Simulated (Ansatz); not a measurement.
Starting cell, Ir (fcc, Cu type):

```
Ir
1.0
    3.83046     0.00000     0.00000
    0.00000     3.83046     0.00000
    0.00000     0.00000     3.83046
Ir
4
Direct
  0.00000   0.00000   0.00000
  0.50000   0.50000   0.00000
  0.50000   0.00000   0.50000
  0.00000   0.50000   0.50000
```

In each cell atom 2 (Ir, nearest neighbour Ir at 2.709 Å; its periodic images, 3.8 Å or more away, move with it) moves by s·(0.000, 0.000, 1.000) (along Cartesian z), the rest being held.

Calculation: PBEsol (plane waves to 420 eV, PAW, scalar-relativistic; Ansatz, a quantum-chemistry and plane-wave program). k mesh 10×10×10 (Γ-centred), Fermi-Dirac smearing 0.05 eV. Energies are smeared free energies. With partly filled bands, energies and forces of such displacements shift with the k mesh and the smearing. Ir is run without spin polarisation. Ir was relaxed with its symmetry unable to fall. Spin-orbit coupling is left out, though Ir is heavy. The zero of ΔE is the undisplaced structure. The last digit holds for this mesh only.

```csv
s (Å),ΔE (meV/cell)
-0.270,551.1
-0.216,348.0
-0.162,withheld
-0.108,85.6
-0.054,21.2
0.000,0.0
0.054,21.2
0.108,85.6
0.162,withheld
0.216,348.0
0.270,551.1
```

### Question
Fit an even polynomial form (powers 2, 4) to the given rows and predict ΔE at s = 0.162.

### Answer
Least squares on the 9 given rows: ΔE = (7284)·s² + (3779)·s⁴, in meV/cell with s in Å; root-mean-square residual 0.08 meV/cell. At 0.162 the fit gives 193.8 meV/cell; the calculation gives 194.1 meV/cell, so the interpolation is off by -0.3 (-0.2 %). The quadratic term alone would give 191.2 meV/cell.

(For displaced atoms, the force is minus the slope of the energy, and its curvature is a force constant, which sets phonon frequencies.)
